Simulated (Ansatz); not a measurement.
Ba₃Mn₂O₈, several self-consistent solutions

```xyz
13
Lattice="2.8554 1.6485 7.1479 -2.8554 1.6485 7.1479 0.0000 -3.2971 7.1479" Properties=species:S:1:pos:R:3 pbc="T T T"
Ba    0.0000    0.0000    0.0000
Ba    0.0000    0.0000    4.4372
Ba    0.0000    0.0000   17.0067
Mn    0.0000    0.0000    8.7294
Mn    0.0000    0.0000   12.7145
O     0.0000    1.5999   12.1239
O    -1.3856   -0.8000   12.1239
O     1.3856   -0.8000   12.1239
O     1.3856    0.8000    9.3199
O     0.0000   -1.5999    9.3199
O    -1.3856    0.8000    9.3199
O     0.0000    0.0000    7.0580
O     0.0000    0.0000   14.3858
```

Method: r2SCAN in Ansatz 0.2.0, PAW datasets, plane waves to 500 eV, 5×5×5 Γ-centred mesh, fermi-dirac occupations of width 0.050 eV. The atoms are fixed and numbered as listed; spin is collinear, without spin-orbit coupling.

Different starts of the self-consistent cycle ended in different solutions. Their moments in μB:

```
state   Mn4    Mn5  other atoms together  size of the net moment a cell
    A  1.45   1.45                  0.43                           4.00
    B  0.00   0.00                  0.00                           0.00
    C  1.45  -1.45                  0.00                           0.00
```

Site moments are taken in small spheres that don't touch (radius about 0.4 of the atom's shortest bond), so those of the magnetic atoms read low, and they needn't add up to the net moment. State B was run without spin polarisation.

Task: Which state has the lowest energy at zero smearing, and how far up are the others?

Result: State C (antiparallel, compensated) comes first by a margin too small to trust; A (parallel moments) lies 0.4 meV above it, B (without moments) lies 181 meV above it, all counted an atom of the cell. The two lowest differ by only 2.5 meV for each atom with a column above, which mesh or functional could overturn.

Task: Which states have a gap on the mesh, and what pressure does each exert on this cell?

Result: A: gap 1.70 eV, -0.9 GPa; B: no gap, -1.6 GPa; C: gap 1.86 eV, -0.9 GPa (positive in compression).

Task: What does magnetism gain here?

Result: 181 meV an atom of the cell, or 1178 meV for each Mn atom, against state B, which has none. A run without spin would miss this and give wrong energies and forces. That state isn't the paramagnet, which keeps its moments, so this is no ordering energy.

The cell is that of a Crystallography Open Database entry, unchanged.

Caveats: only orders that fit this cell and collinear spins were tried, so the true order may need a larger cell or canted moments; atoms and cell are not relaxed, and each state would relax in its own way; semilocal functionals without U often misplace the states of 3d oxides, halides and chalcogenides; the k mesh is coarse, so differences of a few meV are uncertain where a state is a metal; one start a pattern, so a lower state of the same pattern may exist.
